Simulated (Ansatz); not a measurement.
CdSe (zinc blende), conventional cell a = b = c = 6.1964 Å, α = β = γ = 90.00°. The calculation uses the primitive cell of 2 atoms, to which meshes and values per cell refer.

Two coordinates are scanned: the volume, and the ratio of the stretch along z (the conventional c axis) to the stretch across it. Atoms keep their fractional coordinates.

The numbers are results of PBE (plane waves to 420 eV, PAW, scalar-relativistic; Ansatz, a quantum-chemistry and plane-wave program), not measurements. k mesh 9×9×9 (Γ-centred), Fermi-Dirac smearing 0.05 eV. Stress and pressure are positive under compression. CdSe was relaxed with its symmetry unable to fall. The PAW data are Ansatz's earlier set. 

Problem. Estimate the σzz − σxx (GPa) for all points of the grid V/V₀ = 0.920, 0.947, 0.973, 1.000, 1.027, 1.053, 1.080 by (c/a)/(c/a)₀ = 0.960, 0.973, 0.987, 1.000, 1.013, 1.027, 1.040.

Solution. σzz − σxx (GPa), with V/V₀ across and (c/a)/(c/a)₀ down:

| (c/a)/(c/a)₀ \ V/V₀ | 0.920 | 0.947 | 0.973 | 1.000 | 1.027 | 1.053 | 1.080 |
|---|---|---|---|---|---|---|---|
| 0.960 | 0.46 | 0.54 | 0.61 | 0.66 | 0.70 | 0.74 | 0.77 |
| 0.973 | 0.32 | 0.37 | 0.41 | 0.45 | 0.48 | 0.50 | 0.52 |
| 0.987 | 0.17 | 0.19 | 0.21 | 0.23 | 0.24 | 0.25 | 0.26 |
| 1.000 | 0.00 | 0.00 | 0.00 | 0.00 | 0.00 | 0.00 | 0.00 |
| 1.013 | -0.18 | -0.20 | -0.22 | -0.24 | -0.25 | -0.26 | -0.27 |
| 1.027 | -0.37 | -0.42 | -0.46 | -0.49 | -0.51 | -0.53 | -0.55 |
| 1.040 | -0.57 | -0.64 | -0.70 | -0.74 | -0.78 | -0.81 | -0.84 |

(Under strain, the slope of the energy per volume gives the stress and its curvature an elastic modulus.)
